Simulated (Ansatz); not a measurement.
YF3:
```
YF3
1.0
    6.73299     0.00000     0.00000
   -3.36650     5.83094     0.00000
    0.00000     0.00000     6.92604
Y F
6 18
Direct
  0.65401   0.00000   0.75000
  0.34599   0.00000   0.25000
  0.00000   0.65401   0.75000
  0.00000   0.34599   0.25000
  0.34599   0.34599   0.75000
  0.65401   0.65401   0.25000
  0.30662   0.93206   0.92114
  0.69338   0.06794   0.07886
  0.06794   0.37456   0.92114
  0.93206   0.62544   0.07886
  0.62544   0.69338   0.92114
  0.37456   0.30662   0.07886
  0.93206   0.30662   0.57886
  0.06794   0.69338   0.42114
  0.37456   0.06794   0.57886
  0.62544   0.93206   0.42114
  0.69338   0.62544   0.57886
  0.30662   0.37456   0.42114
  0.66667   0.33333   0.81777
  0.33333   0.66667   0.18223
  0.33333   0.66667   0.68223
  0.66667   0.33333   0.31777
  0.00000   0.00000   0.75000
  0.00000   0.00000   0.25000
```

Relaxed with PBEsol. Special points in fractions of this cell's reciprocal vectors: Γ (0.000, 0.000, 0.000); M (0.500, 0.000, 0.000); K (0.333, 0.333, 0.000); A (0.000, 0.000, 0.500); L (0.500, 0.000, 0.500); H (0.333, 0.333, 0.500).

Task: List the band energies nearest the valence-band maximum at these points for the program Ansatz at the PBEsol level (PAW).

Result: In eV from the valence-band maximum; about four levels below and three above (degenerate sets whole), none deeper than 8.9 eV; points with the same levels are listed once.

| k | below | above |
|---|---|---|
| Γ | -0.27 -0.23 -0.23 0.00 | 7.68 7.68 8.06 8.06 8.06 8.06 |
| M | -0.39 -0.39 -0.39 -0.31 -0.23 -0.14 | 7.71 7.82 7.91 |
| K | -0.42 -0.42 -0.23 -0.23 -0.18 | 7.79 7.79 7.97 |
| A | -0.45 -0.45 -0.45 -0.45 -0.29 -0.29 | 7.85 7.85 7.85 7.85 |
| L | -0.34 -0.34 -0.30 -0.30 | 7.85 7.85 8.05 8.05 |
| H | -0.33 -0.33 -0.33 -0.33 | 7.92 7.92 7.92 7.92 |

Space group P-3c1. The workflow started from a Materials Project entry (that database holds measured and hypothetical structures alike); the Crystallography Open Database copy checked does not list it. COD files the formula under space group No. 62, 221. Its standing as an ambient phase is unchecked. Symmetry was held in the PBEsol relaxation; whether a distortion lowers the energy is not shown. No spin polarisation was allowed. Scalar-relativistic: spin–orbit coupling is off unless named, which matters more the heavier the elements.

Potentials: the later of the program's two PAW sets.
